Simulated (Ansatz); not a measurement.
# BaAlSi (P-6m2): phonons

Method: PBEsol, PAW on Ansatz 0.2.0's default frozen-core files (fitted under PBE), scalar-relativistic.

The cell comes from a PAW relaxation under the same functional.

The structure is one entry of a database and needn't be the stable phase.

Command line:

```sh
ansatz run input.yaml --threads 2 --pin off --max-ram 6144MiB --backend cpu --events-out ev --progress --plain --runs-dir out
```

Input file:

```yaml
crystal:
  lattice:
    - [4.28372935238, 0.0, 0.0]
    - [-2.14186467619, 3.7098184421, 0.0]
    - [0.0, 0.0, 5.06684311072]
  atoms:
    - { symbol: Ba, position: [0.0, 0.0, 0.0] }
    - { symbol: Al, position: [0.666666666667, 0.333333333333, 0.5] }
    - { symbol: Si, position: [0.333333333333, 0.666666666667, 0.5] }
kpoints:
  mp_grid: { grid: [8, 8, 6] }
scf:
  occupations: { method: fermi_dirac, width: 0.1 }
hamiltonian:
  xc: pbesol
  pseudopotentials: { kind: paw }
phonons:
  qmesh: [2, 2, 2]
  qpath:
    path:
      - [0.0, 0.0, 0.0]
      - [0.5, 0.0, 0.0]
      - [0.3333333333, 0.3333333333, 0.0]
      - [0.0, 0.0, 0.0]
      - [0.0, 0.0, 0.5]
      - [0.5, 0.0, 0.5]
      - [0.3333333333, 0.3333333333, 0.5]
      - [0.0, 0.0, 0.5]
      - [0.5, 0.0, 0.5]
    npoints: 6
  temperatures: { t_min: 0, t_max: 1000, t_step: 100 }
```

Output (shortened where marked):

```
Warning: RAYON_NUM_THREADS=2 ignored (pool sized by the plan → 2); use --threads N
Engine: ansatz 0.2.0, aarch64-unknown-linux-gnu
Pseudopotentials: kind: paw
Pseudopotential: Ba, paw, valence charge 10, recommended cutoff 420 eV (normal), Ba.paw.azcp
Pseudopotential: Al, paw, valence charge 3, recommended cutoff 420 eV (normal), Al.paw.azcp
Pseudopotential: Si, paw, valence charge 4, recommended cutoff 420 eV (normal), Si.paw.azcp
Functional definition: PBEsol
  exchange = pbesol_x
  correlation = pbesol_c
Crystal: 6 atoms, lattice volume = 161.043 Å³
Basis set: ecut = 420 eV, 3167 PW (Γ), FFT grids on a1, a1+a2, a3, exchange–correlation on 60×100×72 points (8 copies of the dense FFT grid, shifted against one another)
Bands: 24, of which v1, the nominal top of the filled ones, is band 17 counted from 1 (16 counted from 0)
Symmetry: 8 space group operations
k-points: 52 of 192 (time reversal used)
Non-local potential: Ba, projectors of the file, l = 0: 3, l = 1: 2, l = 2: 2, l = 3: 2
Non-local potential: Al, projectors of the file, l = 0: 2, l = 1: 2, l = 2: 1
Non-local potential: Si, projectors of the file, l = 0: 2, l = 1: 2, l = 2: 2
[... 195 lines left out ...]
  symmetry images taken by strict's conditions (phonons.symmetry_images: auto; settled by no image being taken that strict refuses)
  supercell 2 (2 cells, vectors [1, 0, 0], [0, 1, -3], [0, 0, 2] in multiples of the cell's): 7 displaced members by 0.0025 Å; free energy -14019.842757 eV; taken off its force constants: by the sum rule 1.2e-4, by the ...
  symmetry images taken by strict's conditions (phonons.symmetry_images: auto; settled by no image being taken that strict refuses)
  supercell 3 (2 cells, vectors [1, 0, 0], [0, 1, 0], [0, 0, 2] in multiples of the cell's): 6 displaced members by 0.0025 Å; free energy -14019.842757 eV; taken off its force constants: by the sum rule 4.6e-4, by the ...
  symmetry images taken by strict's conditions (phonons.symmetry_images: auto; settled by no image being taken that strict refuses)
  q = [0.0000, 0.0000, 0.0000] (star 1, supercell 1; hermiticity 0.00e0, symmetrization 4.63e-6): 0.00 0.00 0.00 114.68 136.71 136.71 157.95 417.55 417.55
  q = [0.0000, 0.0000, -0.5000] (star 1, supercell 3; hermiticity 2.52e-17, symmetrization 1.86e-16): 79.09 79.09 87.37 96.46 112.56 112.56 150.07 415.80 415.80
  q = [0.0000, -0.5000, 0.0000] (star 3, supercell 1; hermiticity 1.14e-16, symmetrization 0.00e0): 79.72 80.22 90.66 124.29 143.44 146.44 301.09 334.02 388.71
  q = [0.0000, -0.5000, -0.5000] (star 3, supercell 2; hermiticity 1.16e-16, symmetrization 2.37e-16): 59.68 78.33 87.09 123.82 137.11 144.70 296.51 335.16 385.54
  joined force constants: q→R imaginary residual 1.50e-17
  density of states and harmonic sums: on the 18×18×12 q-mesh, interpolated from the force constants of a 2×2×2 supercell (no non-analytic term)
  largest difference from the sums on the solved wave vectors: F 8.15e-2 eV, S 1.14e-4 and C_V 3.22e-5 eV/K
```

Self-consistency was reached.

**Phonons on the q mesh**

Harmonic phonons of a crystal by Kohn-Sham DFT at the given cell, standard atomic masses, acoustic sum rule imposed; negative wavenumbers are unstable modes; one row a degenerate set, branches counted upwards.

```
Unstable phonons : no
```

| point | q a (r.l.u.) | q b (r.l.u.) | q c (r.l.u.) | branch | phonon wavenumber (cm⁻¹) | degeneracy |
| --- | --- | --- | --- | --- | --- | --- |
| Gamma | 0 | 0 | 0 | 4 | 114.7 | 1 |
| Gamma | 0 | 0 | 0 | 5 | 136.7 | 2 |
| Gamma | 0 | 0 | 0 | 7 | 158 | 1 |
| Gamma | 0 | 0 | 0 | 8 | 417.6 | 2 |
| M | 0.5 | 0 | 0 | 1 | 79.7 | 1 |
| M | 0.5 | 0 | 0 | 2 | 80.2 | 1 |
| M | 0.5 | 0 | 0 | 3 | 90.7 | 1 |
| M | 0.5 | 0 | 0 | 4 | 124.3 | 1 |
| M | 0.5 | 0 | 0 | 5 | 143.4 | 1 |
| M | 0.5 | 0 | 0 | 6 | 146.4 | 1 |
| M | 0.5 | 0 | 0 | 7 | 301.1 | 1 |
| M | 0.5 | 0 | 0 | 8 | 334 | 1 |
| M | 0.5 | 0 | 0 | 9 | 388.7 | 1 |
| A | 0 | 0 | 0.5 | 1 | 79.1 | 2 |
| A | 0 | 0 | 0.5 | 3 | 87.4 | 1 |
| A | 0 | 0 | 0.5 | 4 | 96.5 | 1 |
| A | 0 | 0 | 0.5 | 5 | 112.6 | 2 |
| A | 0 | 0 | 0.5 | 7 | 150.1 | 1 |
| A | 0 | 0 | 0.5 | 8 | 415.8 | 2 |
| L | 0.5 | 0 | 0.5 | 1 | 59.7 | 1 |
| L | 0.5 | 0 | 0.5 | 2 | 78.3 | 1 |
| L | 0.5 | 0 | 0.5 | 3 | 87.1 | 1 |
| L | 0.5 | 0 | 0.5 | 4 | 123.8 | 1 |
| L | 0.5 | 0 | 0.5 | 5 | 137.1 | 1 |
| L | 0.5 | 0 | 0.5 | 6 | 144.7 | 1 |
| L | 0.5 | 0 | 0.5 | 7 | 296.5 | 1 |
| L | 0.5 | 0 | 0.5 | 8 | 335.2 | 1 |
| L | 0.5 | 0 | 0.5 | 9 | 385.5 | 1 |

Zone-centre phonons:

Optical zone-centre levels upwards with Mulliken labels, activity, and the element with most of the kinetic energy.

```json
{
  "Point group": "-6m2"
}
```

| number | phonon wavenumber (cm⁻¹) | label | infrared | raman | lead element |
| --- | --- | --- | --- | --- | --- |
| 1 | 114.7 | A2'' | yes | no | Si |
| 2 | 136.7 | E' | yes | yes | Si |
| 3 | 158 | A2'' | yes | no | Al |
| 4 | 417.6 | E' | yes | yes | Al |

### Harmonic thermodynamics

Sums over wave vectors interpolated from the q mesh.

* Zero point energy: 33.86 meV/atom

```csv
temperature (K),phonon heat capacity (k_B/atom),phonon entropy (k_B/atom),phonon free energy (meV/atom)
100,1.859,1.539,28.68
200,2.527,3.075,8.37
300,2.759,4.15,-23
400,2.857,4.959,-62.4
500,2.906,5.603,-108
600,2.934,6.135,-158.7
700,2.951,6.589,-213.5
800,2.962,6.984,-272
900,2.97,7.333,-333.8
1000,2.976,7.646,-398.3
```

Known limits: frozen-core PAW files fitted under PBE, their cores solved anew for the functional of the run; responses of metals move with mesh and smearing; activity by symmetry alone, a metal screens infrared modes; coarse q mesh.

Time and hardware: 4.8 min on 2 threads of Arm Neoverse V1 (shared host), peak memory 0.71 GiB.
